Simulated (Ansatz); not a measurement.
In r²SCAN+D4 (plane waves, PAW; program Ansatz), La in the dhcp (α-La type) structure (P6_3/mmc) relaxes to a = 3.762 Å, c = 11.979 Å.

Electronic character: metallic (no gap).

The cell was relaxed with r²SCAN+D4 under the symmetry of its start. The pairwise dispersion correction was not fitted to metals. Axis ratios of metals converge slowly with the k-mesh, so a and c are less sure than the volume. Scalar-relativistic: spin–orbit coupling is off unless named, which matters more the heavier the elements.

Potentials: the earlier of the program's two PAW sets.
